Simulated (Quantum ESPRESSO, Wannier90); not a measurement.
TlCl (rock salt), plane waves to Wannier functions

```
begin unit_cell_cart
ang
    0.0000000000    3.2195500000    3.2195500000
    3.2195500000    0.0000000000    3.2195500000
    3.2195500000    3.2195500000    0.0000000000
end unit_cell_cart
begin atoms_frac
Tl   0.0000000000  0.0000000000  0.0000000000
Cl   0.5000000000  0.5000000000  0.5000000000
end atoms_frac
```

Cell from Materials Project (mp-569639), symmetrised, no further relaxation. Not found in the COD (Crystallography Open Database) copy used, which has the formula in other groups; not checked further. Method: PBEsol plane waves in Quantum ESPRESSO 7.5 (PseudoDojo norm-conserving files, 50 Ry, no spin polarisation, no spin-orbit coupling), Bloch states on a 8×8×8 mesh through Γ, Wannier90 4.0.1. Density: 8×8×8 mesh, cold smearing 0.01 Ry. Spin-orbit coupling is left out although heavy elements are present.

Bands 1,7-10 form an isolated set from -13.80 to 0.00 eV relative to the valence-band maximum (on the path) and are turned into 5 Wannier functions by minimising the spread from the start: SCDM (isolated). Bands 2–6 (Tl 5d 99 %) lie between the kept ones and are excluded.

Centres (Cartesian, Å; one of the equivalent choices) and spreads:

| n | x | y | z | spread (Å²) | nearest atom |
|---|---|---|---|---|---|
| 1 | 0.026 | 0.180 | 2.823 | 1.406 | Cl2 |
| 2 | -0.360 | -0.245 | -3.193 | 1.406 | Cl2 |
| 3 | -3.234 | -2.905 | -2.917 | 1.406 | Cl2 |
| 4 | -2.871 | -0.249 | 0.069 | 1.413 | Cl2 |
| 5 | 0.000 | 0.000 | 0.000 | 2.155 | Tl1 |

Ω_I = 6.97 Å², Ω_total = 7.78 Å²; the interpolated bands follow pw.x to 0.3 meV rms on the path. It is the lowest total spread that any start reached here.
